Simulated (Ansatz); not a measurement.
SnO (litharge type, space group P4/nmm)

```
CELL_PARAMETERS angstrom
      3.83618     0.00000     0.00000
      0.00000     3.83618     0.00000
      0.00000     0.00000     4.75736
ATOMIC_POSITIONS crystal
  Sn 0.50000 0.00000 0.24343
  Sn 0.00000 0.50000 0.75657
  O  0.00000 0.00000 0.00000
  O  0.50000 0.50000 0.00000
```

Scan: atom 4 (O, nearest neighbour Sn at 2.241 Å; its periodic images, 3.8 Å or more away, move with it) is displaced along Cartesian x, direction (1.000, 0.000, 0.000) in Cartesian axes, by s. The other atoms stay.

Computed with PBE-D3(BJ) (plane waves to 420 eV, PAW, scalar-relativistic; Ansatz, a first-principles code). k mesh 10×10×8 (Γ-centred), Fermi-Dirac smearing 0.05 eV. E stands for the smeared free energy. With partly filled bands, energies and forces of such displacements shift with the k mesh and the smearing. At this level the bands of SnO touch or barely overlap; measurements give the solid a gap. SnO was relaxed with its symmetry unable to fall. The PAW data are Ansatz's earlier set. The zero of ΔE is the undisplaced structure. The last digit holds for this mesh only.

```
s (Å)   ΔE (meV/cell)
------  -------------
-0.670         2728.8
-0.536         1510.8
-0.402          747.7
-0.268       withheld
-0.134           70.3
0.000             0.0
0.134            70.3
0.268        withheld
0.402           747.7
0.536          1510.8
0.670          2728.8
```

Task: Fit an even polynomial form (powers 2, 4, 6) to the given rows and predict ΔE at s = 0.268.

Result: Least squares on the 9 given rows: ΔE = (3823)·s² + (4949)·s⁴ + (171.4)·s⁶, in meV/cell with s in Å; root-mean-square residual 0.09 meV/cell. At 0.268 the fit gives 300.2 meV/cell; the calculation gives 300.2 meV/cell, the same to the digits shown. The quadratic term alone would give 274.6 meV/cell.

(For displaced atoms, the force is minus the slope of the energy, and its curvature is a force constant, which sets phonon frequencies.)
